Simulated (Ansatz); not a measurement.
A geometry of Ti3Al away from equilibrium: the start of the relaxation of a generated cell, Ti3Al placed in the AFLOW prototype AB3_mC16_12_g_ij (D0_15, as in AlCl3). Calculation: PBEsol (plane waves to 420 eV, PAW, scalar-relativistic; Ansatz, an electronic-structure program). Γ-centred k-mesh 7×7×6 on the run's cell (coarser than for final values), Fermi–Dirac smearing 0.05 eV.

```xyz
8
Lattice="2.7510 -4.7605 0.0000 2.7510 4.7605 0.0000 -1.7912 0.0000 5.4320" Properties=species:S:1:pos:R:3 pbc="T T T"
Al     2.7510    -3.1781     0.0000
Al     2.7510     3.1781     0.0000
Ti     0.7759     0.0000     1.2293
Ti     2.9349     0.0000     4.2027
Ti     3.7337    -1.7013     1.2211
Ti    -0.0229    -1.7013     4.2109
Ti    -0.0229     1.7013     4.2109
Ti     3.7337     1.7013     1.2211
```

Question: Which atoms carry the largest force, and which way does it point?

Answer: 6.83 eV/Å, on Ti5, Ti6, Ti7, Ti8 (atoms numbered as listed); on Ti5 its components are (-1.84, 3.17, 5.76).

Question: What is the pressure?

Answer: +31.2 GPa, compression positive.

Question: How much energy per atom can still be gained by relaxing?

Answer: 1.65 eV/atom; the path ends in C2/m (No. 12).

No spin polarisation in the result.

The run could not lose the symmetry of its start: the end is stationary, and may be a saddle point rather than a minimum.

The end of the path is a generated cell of Ti3Al: the first start was made by placing the elements on the sites of a structure type, and the end was not matched to a known phase here, so it may be hypothetical. Known forms of Ti3Al include space group No. 194.
